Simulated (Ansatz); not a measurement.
Crystals of one structure type (zinc blende) and one family of elements, relaxed and computed with plane-wave PAW LDA (Ansatz code).

| crystal | V (Å³/atom) | B₀ by P(V) fit (GPa) |
|---|---|---|
| BN | 5.73 | 401 |
| AlN | 10.23 | ? |
| GaN | 11.05 | 202 |
| GaP | 19.59 | 90.0 |
| AlP | 20.06 | 89.9 |
| GaAs | 21.98 | 74.0 |
| AlAs | 22.29 | 75.4 |

Problem. Fit a straight line to ln B₀ against ln V and predict the withheld value.

Solution. Least squares on the 6 shown rows: ln B₀ = -1.25 × ln V + (8.220), with a scatter of 5.0 %. For AlN this gives 203. The run itself gave 210, a miss of 3.3 % of that.

All cells were relaxed under the symmetry of their starts (and spin orders); stability against distortions was not tested throughout. Spin–orbit coupling is left out wherever it is not named.

Potentials: the earlier of the program's two PAW sets. The files were generated under PBE; for other functionals the program regenerates the frozen cores, and for LDA and PBEsol the local potential too.
